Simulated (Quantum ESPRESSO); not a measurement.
# Where does Mo sit best among W sites?

These are calculations, not measurements. They come from pw.x of Quantum ESPRESSO 7.5, a plane-wave density functional program, with PseudoDojo standard norm-conserving files (v0.5 for PBE, v0.4.1 for LDA and PBEsol). The cells are made up: elements, strain and atom displacements were drawn at random, and nothing was relaxed. There is no spin polarisation, spin-orbit coupling or dispersion term.

The cell has 12 sites of a 2H layered lattice (rectangular cell). Sites 1 to 4 hold X X X X; sites 5 to 12 hold Se Se S Se Se S Se S. Cell vectors in Å: (3.219, 0.000, 0.000); (0.000, 5.575, 0.000); (0.000, 0.000, 12.844). Settings: PBE, cutoff 1170 eV, 7 x 4 x 2 k mesh shifted by half a step, Fermi-Dirac smearing of 0.025 eV.

In each run one of the sites marked X holds Mo and the others hold W; cell and positions stay the same. E is the free energy of the cell.

```
site of the guest  first shell  mean distance (Å)  E above the lowest (eV)  P (GPa)  force on the guest (eV/Å)
                1        S3Se3              2.509                    0.209     9.41                      1.356
                2         SSe5              2.464                    0.000     8.84                      8.725
                3        S3Se3              2.507                    0.239     9.42                      2.637
                4        S2Se4              2.458                    0.137     9.12                      3.712
```

A rerun of one of these cells at 1467 eV and k mesh 9 x 6 x 4 moved values by no more than 0.003 eV in the cell's energy, 0.03 GPa in stress and 0.007 eV/Å in force.

## Reading the table

Site 2 is lowest, by 0.137 eV, over three times the rerun's bound. The first shells differ, so neighbours and distances change together and cannot be told apart here. The positions are random and not relaxed, so the differences hold for this frozen cell and are not site preferences of a real crystal.